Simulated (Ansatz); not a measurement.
Given:

LiH:
```cif
data_H4Li4
_chemical_formula_sum 'Li4 H4'
_space_group_name_H-M_alt 'Fm-3m'
_space_group_IT_number 225
_space_group_name_Hall '-F 4 2 3'
_cell_length_a 4.00544
_cell_length_b 4.00544
_cell_length_c 4.00544
_cell_angle_alpha 90.000
_cell_angle_beta 90.000
_cell_angle_gamma 90.000
loop_
_atom_site_label
_atom_site_type_symbol
_atom_site_symmetry_multiplicity
_atom_site_Wyckoff_symbol
_atom_site_fract_x
_atom_site_fract_y
_atom_site_fract_z
_atom_site_occupancy
Li1 Li 4 a 0.00000 0.00000 0.00000 1
H1 H 4 b 0.50000 0.50000 0.50000 1
```
(The calculation used a cell of 2 atoms; values per cell refer to that cell.)

This is the r²SCAN-relaxed structure.

Q: All from r²SCAN (plane waves, PAW; program Ansatz), unless another level is named. Estimate the electron effective mass.

A: 0.13, 0.98, 0.98 mₑ (principal values).

Q: And the band gap?

A: 3.63 eV (direct).

Q: Next, the HSE06 gap on the r²SCAN cell?

A: 3.97 eV.

Q: What about the hole effective mass?

A: 0.17, 4.2, 4.2 mₑ (principal values).

Q: Next, the weight of the conduction-edge state by species (Voronoi cells)?

A: Li 52 %, H 48 %.

Symmetry was held in the r²SCAN relaxation; phonons on a q-mesh show no instability.

Potentials: the later of the program's two PAW sets.
